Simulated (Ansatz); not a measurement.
Suppose TiC8 takes space group P6/mmm (No. 191), with Ti on 1b; C on 2c and 6l. Recipe of this trial structure of TiC8: Ti between graphite sheets, stage 1 (host C; sites filled 1 of 4).

These are results of Ansatz 0.2.0, DFT PBE+D3(BJ), scalar-relativistic, plane waves, PAW, not measurements. Cutoff 420 eV, Γ-centred mesh, Gaussian smearing, no spin polarisation.

The zero of energy is the elements' standard structures at the same level; no fitted shifts are applied.

Q: Predict the relaxed structure.

A:

Space group P6/mmm (No. 191). a = 5.001 Å, b = 5.001 Å, c = 3.638 Å, α = 90.00°, β = 90.00°, γ = 120.00°
| atom | site | symmetry | x | y | z |
| --- | --- | --- | --- | --- | --- |
| Ti | 1b | 6/mmm | 0.0000 | 0.0000 | 0.5000 |
| C | 2c | -6m2 | 0.3333 | 0.6667 | 0.0000 |
| C | 6l | mm2 | 0.3366 | 0.1683 | 0.0000 |

Ti has 12 C at 2.33 Å; C on a site of symmetry -6m2 is surrounded by 3 C at 1.43 Å; around C on a site of symmetry mm2 lie 3 C at 1.43–1.46 Å and 2 Ti at 2.33 Å. Another local minimum with the same sites may exist.

Q: And its energy and gap?

A: The formation energy is +0.18 eV/atom. The gap on the 9×9×10 mesh of the 9-atom cell is 0 eV (a metal). It can't be a ground state, since the elements alone are lower.

The last run used Gaussian smearing of 0.10 eV. A later test with randomly moved atoms came back to the same energy, though modes that don't fit the test's cell weren't probed.
